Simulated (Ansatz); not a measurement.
Data:

CsPbBr3 (cubic perovskite)

```cif
data_Br3CsPb
_chemical_formula_sum 'Cs1 Pb1 Br3'
_space_group_name_H-M_alt 'P 1'
_space_group_IT_number 1
_cell_length_a 6.00278
_cell_length_b 6.00278
_cell_length_c 6.00278
_cell_angle_alpha 90.000
_cell_angle_beta 90.000
_cell_angle_gamma 90.000
loop_
_space_group_symop_operation_xyz
  'x, y, z'
loop_
_atom_site_label
_atom_site_type_symbol
_atom_site_fract_x
_atom_site_fract_y
_atom_site_fract_z
_atom_site_occupancy
Cs1 Cs 0.00000 0.00000 0.00000 1
Pb1 Pb 0.50000 0.50000 0.50000 1
Br1 Br 0.00000 0.50000 0.50000 1
Br2 Br 0.50000 0.50000 0.00000 1
Br3 Br 0.50000 0.00000 0.50000 1
```

Equation-of-state scan: isotropic scaling of the cell above, V₀ being its volume. Symmetry pins the atoms to their sites.

These are PBE (plane waves to 420 eV, PAW, scalar-relativistic; Ansatz, a first-principles code) values and carry that method's errors. k mesh 6×6×6 (Γ-centred), Fermi-Dirac smearing 0.05 eV. E stands for the smeared free energy. Stress and pressure are positive under compression. CsPbBr3 was relaxed with its symmetry unable to fall. Spin-orbit coupling is left out, though Pb is heavy. This is a high-temperature form of CsPbBr3. The zero of ΔE is the relaxed starting cell.

The scan covers V/V₀ from 0.900 to 1.100 in 9 points.

Problem. What is ΔE at V/V₀ = 1.100?

Solution. 20.9 meV/atom.

Problem. What is ΔE at V/V₀ = 0.900?

Solution. 30.6 meV/atom.

Problem. What pressure does the cell carry at V/V₀ = 0.900?

Solution. 2.50 GPa.

(A scan under strain: stresses follow from slopes of the energy per volume, elastic moduli from its curvatures.)
